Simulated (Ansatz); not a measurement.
The end point of a relaxation of BeS. Space group F-43m (No. 216), zinc blende type. These are r2SCAN (plane waves to 500 eV, PAW, scalar-relativistic; Ansatz, a quantum-chemistry and plane-wave program) values and carry that method's errors.

```xyz
2
Lattice="0.0000 2.4343 2.4343 2.4343 0.0000 2.4343 2.4343 2.4343 0.0000" Properties=species:S:1:pos:R:3 pbc="T T T"
Be     3.6514     3.6514     3.6514
S      0.0000     0.0000     0.0000
```

Problem. Give the band gap at the level r2SCAN.

Solution. 3.59 eV, indirect (valence top at Γ, conduction bottom at X) (no spin-orbit coupling).

Problem. What smallest direct gap does r2SCAN give?

Solution. 6.22 eV at or next to Γ.

No spin polarisation in the result.

It was reached from a disturbed copy of a Pm-3m (No. 221) cell (CsCl type), against which it lies -1.71 eV/atom.
